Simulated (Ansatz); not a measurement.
**ZrHg (P4/mmm), a vibration from a frozen displacement**

Level of theory: DFT r2SCAN, scalar-relativistic, plane waves, PAW (Ansatz). Settings: plane waves to 500 eV, k-mesh 16×16×12 (Γ-centred), Gaussian smearing 0.15 eV. Spin–orbit coupling is left out, which matters for the heavy elements here. No spin polarisation. Energies are free energies at this smearing, counted from the undisturbed cell; pressure is positive in compression.

Reference structure (as given, not relaxed at this level; it stands at 3.1 GPa, and it needn't be the usual structure):

```
Zr Hg
1.0
     3.14700    0.00000    0.00000
     0.00000    3.14700    0.00000
     0.00000    0.00000    4.17000
Zr Hg
1 1
Direct
  0.50000 0.50000 0.50000
  0.00000 0.00000 0.00000
```

Every Hg atom is moved by x along the Cartesian unit vector (0.000, 0.000, -1.000); the cell and all other atoms stay fixed. The cell's volume is 41.30 Å³; the moved atoms weigh 200.592 u together and the others 91.224 u. Some rows repeat others by symmetry and weren't run.

| x (Å) | ΔE (meV/cell) | total force on the moved atoms along the move (eV/Å) | pressure (GPa) |
| --- | --- | --- | --- |
| -0.1000 | 27.16 | 0.5543 | 3.5663 |
| -0.0875 | 20.69 | 0.4806 | 3.4593 |
| -0.0750 | 15.14 | 0.4085 | 3.3670 |
| -0.0625 | 10.47 | 0.3380 | 3.2893 |
| -0.0500 | 6.68 | 0.2687 | 3.2259 |
| -0.0375 | 3.75 | 0.2005 | 3.1767 |
| -0.0250 | 1.66 | 0.1332 | 3.1417 |
| -0.0125 | 0.42 | 0.0665 | 3.1207 |
| 0.0000 | 0.00 | 0.0000 | 3.1137 |
| 0.0125 | 0.42 | -0.0665 | 3.1207 |
| 0.0250 | 1.66 | -0.1332 | 3.1417 |
| 0.0375 | 3.75 | -0.2005 | 3.1767 |
| 0.0500 | 6.68 | -0.2687 | 3.2259 |
| 0.0625 | 10.47 | -0.3380 | 3.2893 |
| 0.0750 | 15.14 | -0.4085 | 3.3670 |
| 0.0875 | 20.69 | -0.4806 | 3.4593 |
| 0.1000 | 27.16 | -0.5543 | 3.5663 |

Q: What frequency belongs to this motion?

A: The force constant is k = −dF/dx = 5.320 eV/Å², from the parabola through x = -0.0125, 0 and 0.0125. In every cell the moved atoms swing against the rest, so the mass is μ = m₁m₂/(m₁ + m₂) = 62.707 u, and ν̃ = 521.5 cm⁻¹ × √(|k|/μ) = 152 cm⁻¹, at this cell's pressure of 3.1 GPa. To first order in x, and within 1 %, the force on every atom lies along the move and, within each of the two groups, in proportion to the atom's mass, so this is itself a mode at the zone centre of this cell.

Q: How far does the harmonic law reach?

A: At x = -0.100 Å, kx²/2 = 26.60 meV against the computed 27.16 meV (+2.1 %): the well is still close to harmonic there.

In a metal these slopes depend on the k mesh and the smearing.